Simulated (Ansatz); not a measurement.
ScSi2 (AlB2-type structure)

Method: PBE, scalar-relativistic; no spin polarisation; PAW, 420 eV, Γ-centred 10×10×10 mesh, 0.05 eV Gaussian smearing; code Ansatz; PAW files: Ansatz's generated set soft_2.

```xyz
3
Lattice="4.0335 0.0000 0.0000 -2.0167 3.4931 0.0000 0.0000 0.0000 3.6309" Properties=species:S:1:pos:R:3 pbc="T T T"
Sc    0.0000    0.0000    0.0000
Si    0.0000    2.3287    1.8155
Si    2.0167    1.1644    1.8155
```

The Crystallography Open Database holds a cell of this formula and space group, from which this one stands far in volume, proportions or bonds. The database's entry of this formula in the relaxed cell's space group, P6/mmm, has axes of 3.662 × 3.662 × 3.879 Å and 15.02 Å³/atom (1994), the relaxed one 4.033 × 4.033 × 3.631 Å and 17.05.

Which orbitals carry the states at the Fermi level, and how many states are there?

Within 0.1 eV of it: Sc 3d 45 %, Si 3p 35 %, Si 3s 16 % (shares among the projected shells; no valence p shell of Sc is among them). The density of states at the Fermi level is about 2 states/eV per cell, averaged over 0.3 eV.

Density of states (tetrahedra, averaged over 0.3 eV; states/eV per cell of 3 atoms; energy in eV from the Fermi level):

| E (eV) | DOS |
| --- | --- |
| -7.60 | 0.58 |
| -7.30 | 0.48 |
| -7.00 | 0.42 |
| -6.70 | 0.37 |
| -6.40 | 0.42 |
| -6.10 | 0.61 |
| -5.80 | 0.76 |
| -5.50 | 0.84 |
| -5.20 | 1.21 |
| -4.90 | 1.46 |
| -4.60 | 1.59 |
| -4.30 | 1.76 |
| -4.00 | 1.48 |
| -3.70 | 1.21 |
| -3.40 | 0.92 |
| -3.10 | 0.96 |
| -2.80 | 0.92 |
| -2.50 | 1.11 |
| -2.20 | 1.35 |
| -1.90 | 1.47 |
| -1.60 | 1.47 |
| -1.30 | 1.13 |
| -1.00 | 1.13 |
| -0.70 | 0.83 |
| -0.40 | 1.30 |
| -0.10 | 1.77 |
| 0.20 | 1.85 |
| 0.50 | 1.57 |
| 0.80 | 1.93 |
| 1.10 | 2.51 |
| 1.40 | 3.04 |
| 1.70 | 3.21 |
| 2.00 | 4.02 |
| 2.30 | 3.93 |
| 2.60 | 3.16 |
| 2.90 | 3.48 |
| 3.20 | 2.51 |
| 3.50 | 2.52 |
| 3.80 | 3.07 |
| 4.10 | 2.53 |
| 4.40 | 1.71 |
| 4.70 | 1.40 |
| 5.00 | 2.13 |
| 5.30 | 2.05 |
| 5.60 | 1.88 |
| 5.90 | 1.34 |

The calculation's cell holds 19 valence electrons, an odd number. Without magnetic order each band takes two, so one stays part-filled and the crystal must be a metal. (Only strong correlation, outside this picture, could make a Mott insulator of it.)

Spin polarisation wasn't tried.
